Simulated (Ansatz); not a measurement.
VSi2 in space group P6_222 (No. 180; V on 3d, Si on 6j) at seven volumes, LDA in the plane-wave PAW code Ansatz, shape and atoms relaxed at each. One row is withheld.

```
V (Å³/atom)  P (GPa)
-----------  -------
11.084         22.43
11.450             ?
11.815          6.32
12.181          0.00
12.546         -5.38
12.912         -9.95
13.277        -13.84
```

Problem. Fit the shown pressures and predict the withheld one.

Solution. Third-order Birch–Murnaghan: P = (3/2)B₀(x^(7/2) − x^(5/2))[1 + (3/4)(B′ − 4)(x − 1)] with x = (V₀/V)^(2/3). Least squares on the six rows gives V₀ = 12.181 Å³/atom, B₀ = 193.6 GPa, B′ = 4.34. At V = 11.450, x = 1.0421 and P = 13.71 GPa. The run itself gave 13.73 GPa.

The cell was relaxed with LDA under the symmetry of its start. The run is not spin-polarised.

Potentials: the later of the program's two PAW sets.
